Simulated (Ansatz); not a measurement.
Structure: LuGaN2, ordered on the rocksalt lattice (R-3m) with 4 atoms a cell, at its r2SCAN minimum. It is trigonal, R-3m (No. 166); a = 3.218 Å, c = 15.201 Å in the conventional setting, 11.36 Å³ an atom. Ga has 6 N at 2.20 Å; Lu has 6 N at 2.30 Å; N has 3 Ga at 2.20 Å and 3 Lu at 2.30 Å.

```
Ga Lu N
1.0
     1.60905    0.92899    5.06700
    -1.60905    0.92899    5.06700
     0.00000   -1.85797    5.06700
Ga Lu N
1 1 2
Direct
  0.00000 0.00000 0.00000
  0.50000 0.50000 0.50000
  0.25638 0.25638 0.25638
  0.74362 0.74362 0.74362
```

3 runs of the plane-wave code Ansatz on this cell differ in the functional (and in the settings that go with it). Levels are in eV from each run's valence top; v1 is the last filled band, c1 the first empty one.

Run A, mean stress +5.1 GPa (compression positive):

| point | v4 | v3 | v2 | v1 | c1 | c2 |
| --- | --- | --- | --- | --- | --- | --- |
| Γ | -2.20 | -0.54 | -0.54 | 0.00 | 1.76 | 4.46 |
| T | -2.28 | -2.28 | -0.41 | -0.41 | 3.07 | 4.06 |
| H₂ | -3.22 | -3.17 | -1.45 | -0.98 | 3.60 | 4.77 |
| L | -3.28 | -3.24 | -1.05 | -0.54 | 2.62 | 4.41 |

Run B, mean stress +0.3 GPa (compression positive):

| point | v4 | v3 | v2 | v1 | c1 | c2 |
| --- | --- | --- | --- | --- | --- | --- |
| Γ | -2.26 | -0.54 | -0.54 | 0.00 | 3.76 | 6.42 |
| T | -2.34 | -2.34 | -0.42 | -0.42 | 5.07 | 6.21 |
| H₂ | -4.30 | -4.20 | -1.55 | -1.01 | 5.77 | 6.91 |
| L | -4.40 | -3.57 | -1.15 | -0.55 | 4.62 | 6.68 |

Run C, mean stress 0.0 GPa (compression positive):

| point | v4 | v3 | v2 | v1 | c1 | c2 |
| --- | --- | --- | --- | --- | --- | --- |
| Γ | -2.25 | -0.53 | -0.53 | 0.00 | 2.27 | 5.00 |
| T | -2.33 | -2.33 | -0.42 | -0.42 | 3.56 | 4.55 |
| H₂ | -3.17 | -3.12 | -1.48 | -1.01 | 4.12 | 5.26 |
| L | -3.22 | -3.19 | -1.09 | -0.56 | 3.04 | 4.96 |

Q: Match the runs to PBE, r2SCAN, PBE0.

A: A is PBE, B is PBE0, C is r2SCAN. In order of the gap: PBE 1.48, r2SCAN 1.91, PBE0 3.36 eV. The stress vanishes for r2SCAN, which relaxed the cell.

No spin polarisation and no zero-point or thermal motion; the cell was built from a prototype and may be hypothetical.

Spin-orbit coupling is left out.

The stress of a hybrid is loosely converged in these runs.
